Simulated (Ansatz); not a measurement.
# Run record: ZnO

System: ZnO, an experimental structure (space group P6_3mc); the cell holds 4 atoms. Source: COD entry 1011259; the sample's temperature and pressure aren't taken into account, and it need not be the stable phase.

Theory: Ansatz development build ahead of 0.2.0, DFT, PBE, PAW, plane waves, scalar-relativistic.

The input:

```yaml
crystal:
  lattice:
    - [3.35099951, 0.0, 0.0]
    - [-1.67549976, 2.90205071, 0.0]
    - [0.0, 0.0, 5.226]
  atoms:
    - { symbol: Zn, position: [0.33333333, 0.66666667, 0.0] }
    - { symbol: Zn, position: [0.66666667, 0.33333333, 0.5] }
    - { symbol: O, position: [0.33333333, 0.66666667, 0.375] }
    - { symbol: O, position: [0.66666667, 0.33333333, 0.875] }
hamiltonian:
  xc: pbe
  pseudopotentials: { kind: paw }
basis:
  ecutwfc: 420
kpoints:
  mp_grid: { grid: [8, 8, 5] }
scf:
  occupations: { method: fermi_dirac, width: 0.001 }
  lower_state_search: "off"
  algorithm: density_mixing
  max_iter: 100
  mixing: {}
output:
  forces: true
  stress: true
```

Command:
```sh
ansatz run input.yaml --threads 2 --pin off --max-ram 5120MiB --backend cpu --events-out ev --progress --plain --runs-dir out
```

Output (shortened):

```
Pseudopotentials: kind: paw
Pseudopotential: Zn, paw, valence charge 12, recommended cutoff 420 eV (normal), Zn.paw.azcp
Pseudopotential: O, paw, valence charge 6, recommended cutoff 420 eV (normal), O.paw.azcp
Functional definition: PBE
Crystal: 4 atoms, lattice volume = 50.822 Å³
Basis set: ecut = 420 eV, 977 PW (Γ), exchange–correlation on 48×48×72 points (8 copies of the dense FFT grid, shifted against one another)
Bands: 22, of which v1, the nominal top of the filled ones, is band 18 counted from 1 (17 counted from 0)
Symmetry: 12 space group operations
Space group: P63mc (ITA 186), of the structure as read, at distance tolerance 3.7e-5 Å
k-points: 30 of 320 (time reversal used)
Non-local potential: Zn, projectors of the file, l = 0: 2, l = 1: 2, l = 2: 3, l = 3: 1
Non-local potential: O, projectors of the file, l = 0: 2, l = 1: 2, l = 2: 1
Initial density: superposition of atomic densities (neutral atoms: chi_scale 0, normalization atom), corrected by the library's trained network
Initial wavefunctions: pseudopotential atomic-orbital guess
Functional: x = pbe(κ = 0.804, μ = 0.2195149727645171), c = pbe(β = 0.06672455060314922)
SCF iter   1: F=—  HF=-7773.637474 eV  |F-HF|=—  |Δ(HF+E_count)|=         —  Δρ=7.39e-4  dr2=1.48e-4  ethr=1.77e-3  ⟨swp⟩=6.0  Hψ=2927  notcnv=0
preconditioner: auto → Resta (q_TF=auto, 2.576 Å⁻¹)  ε∞=7.5  [insulator: Δε(μ)=0.723 eV  Ē_g=12.236 eV  σ=0.001 eV  W_gap=1.00  n_scr=22 (ndim 8)  ℏωp=31.3 eV  f_vac=0.051  D(μ)=0.00/eV (n_scr^D=0)  ε∞_Penn≈7.5]
SCF iter   2: F=—  HF=-7773.638753 eV  |F-HF|=—  |Δ(HF+E_count)|=   1.28e-3  Δρ=3.92e-4  dr2=2.68e-5  ethr=4.11e-7  ⟨swp⟩=3.0  Hψ=1750  notcnv=0
SCF iter   3: F=—  HF=-7773.638861 eV  |F-HF|=—  |Δ(HF+E_count)|=   1.08e-4  Δρ=2.29e-4  dr2=1.26e-5  ethr=7.45e-8  ⟨swp⟩=2.2  Hψ=1269  notcnv=0
SCF iter   4: F=—  HF=-7773.638896 eV  |F-HF|=—  |Δ(HF+E_count)|=   3.54e-5  Δρ=6.01e-5  dr2=1.06e-6  ethr=3.50e-8  ⟨swp⟩=2.0  Hψ=1265  notcnv=0
SCF iter   5: F=—  HF=-7773.638900 eV  |F-HF|=—  |Δ(HF+E_count)|=   3.50e-6  Δρ=1.88e-5  dr2=1.18e-7  ethr=2.94e-9  ⟨swp⟩=2.0  Hψ=1292  notcnv=0
SCF iter   6: F=-7773.638900 eV  HF=-7773.638900 eV  |F-HF|=3.58e-8  |Δ(HF+E_count)|=   4.86e-7  Δρ=1.21e-5  dr2=5.58e-8  ethr=2.78e-10  ⟨swp⟩=4.2  Hψ=2435  notcnv=0
SCF 1 converged in 6 iterations: F = -7773.638900 eV  dr2 = 5.58e-8
  greatest PAW one-centre occupation: 0.987 electrons in one spin orbital (limit 2), on the Zn atom at site 1 (counted from 0), in its partial waves of l = 2
SCF converged after 6 iterations
Free energy (F): -7773.638900 eV
Harris-Foulkes:  -7773.638900 eV  (|F-HF|=3.58e-8)
Internal energy: -7773.638900 eV  (E = F + TS)
E sigma→0 (E₀):  -7773.638900 eV
Fermi energy:    6.624643 eV
--- Per-component energies (eV) ---
  E_band       = 38.541320
  E_kinetic    = 608.583959
  E_local      = -4106.243474  (includes V_loc(G=0)·N_el)
  E_nonlocal   = 1335.204125
  E_hartree    = 1684.778356
  E_xc         = -418.711650
  E_vxc        = -288.153358  (∫ρ·V_xc dr)
  E_paw        = -3980.839543  (= ΣΔE_a)
  E_vpaw       = -880.407205  (= ΣTr[D̂ρ^β])
  E_aug_tail   = 0.004094  (compensation charges beyond the density's cutoff)
  E_ewald      = -2896.414768
  E_smearing   = -0.000000  (= −TS)
  E_closure    = -0.000000  (closes the sum)
  Σ components = -7773.638900   (vs F -7773.638900, Δ=0.00e0)
--- Forces (eV/Å), atoms counted from 1 ---
  atom   1  Zn     0.00000000    -0.00000000    -0.38114739
  atom   2  Zn    -0.00000000     0.00000000    -0.38114739
  atom   3  O     -0.00000000     0.00000000     0.38115302
  atom   4  O      0.00000000    -0.00000000     0.38115302
  max |Σ_I F_I| component: 1.13e-5 eV/Å
--- Stress (GPa, compression-positive) ---
       -5.906787       0.000000       0.000000
        0.000000      -5.906787      -0.000000
        0.000000       0.000000       2.111808
  P = ⅓ Tr σ = -3.2339 GPa (-32.339 kbar)
```

Gaps of semilocal functionals run low against measured ones.

The run took 1.6 s on 2 threads of Arm Neoverse V2, on a shared host, peak memory 0.33 GiB.
